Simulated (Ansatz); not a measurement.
Starting cell, Zn (hcp, Mg type):

```
CELL_PARAMETERS angstrom
      2.64679     0.00000     0.00000
     -1.32339     2.29218     0.00000
      0.00000     0.00000     4.67938
ATOMIC_POSITIONS crystal
  Zn 0.33333 0.66667 0.75000
  Zn 0.66667 0.33333 0.25000
```

Two-dimensional scan of atom 1 (Zn, nearest neighbour Zn at 2.647 Å; its periodic images, 2.6 Å or more away, move with it): u runs along (1.000, 0.000, 0.000), v along (0.000, 1.000, 0.000) (Cartesian). Cell and other atoms are fixed.

The numbers are results of r2SCAN (plane waves to 500 eV, PAW, scalar-relativistic; Ansatz, a program for electronic structure), not measurements. k mesh 16×16×8 (Γ-centred), Fermi-Dirac smearing 0.05 eV. With partly filled bands, energies and forces of such displacements shift with the k mesh and the smearing. Fu and Fv are the components of the force on the atom. On this mesh the relaxed cell isn't quite at rest: it carries a pressure of 0.2 GPa (compression positive) at the zero of the scan. Zn was relaxed with its symmetry unable to fall. The last digit holds for this mesh only.

Changes of Fv (eV/Å) from the point u = 0.000 Å, v = 0.000 Å when one coordinate moves alone (two changes are said to add if the coupling is within 5 % of the smaller one, nearly so within 20 %):

```
point                      change
-------------------------  ------
u = 0.000 Å, v = -0.660 Å   0.058
u = 0.000 Å, v = -0.330 Å   0.149
u = -0.660 Å, v = 0.000 Å   0.359
u = -0.330 Å, v = 0.000 Å   0.106
u = 0.330 Å, v = 0.000 Å    0.106
u = 0.660 Å, v = 0.000 Å    0.359
u = 0.000 Å, v = 0.330 Å   -0.351
u = 0.000 Å, v = 0.660 Å   -0.685
```

Problem. What is the change at u = 0.330 Å, v = 0.660 Å, where both move, and how far is it from the sum?

Solution. The sum of the single changes is 0.106 + (-0.685) = -0.579; the calculation gives -0.568, so the coupling contributes 0.011 (under 20 % of the smaller single change, nearly additive).

Problem. Do the two effects add at u = 0.660 Å, v = 0.660 Å? Give the computed change.

Solution. The sum of the single changes is 0.359 + (-0.685) = -0.326; the calculation gives -0.285, so the coupling contributes 0.041 (under 20 % of the smaller single change, nearly additive).

Problem. What is the change at u = 0.330 Å, v = -0.330 Å, where both move, and how far is it from the sum?

Solution. The sum of the single changes is 0.106 + (0.149) = 0.255; the calculation gives 0.216, so the coupling contributes -0.039 (over 20 % of the smaller single change, not additive).

(A displaced cell: forces are minus the slopes of the energy, force constants its curvatures, and phonons follow from these.)
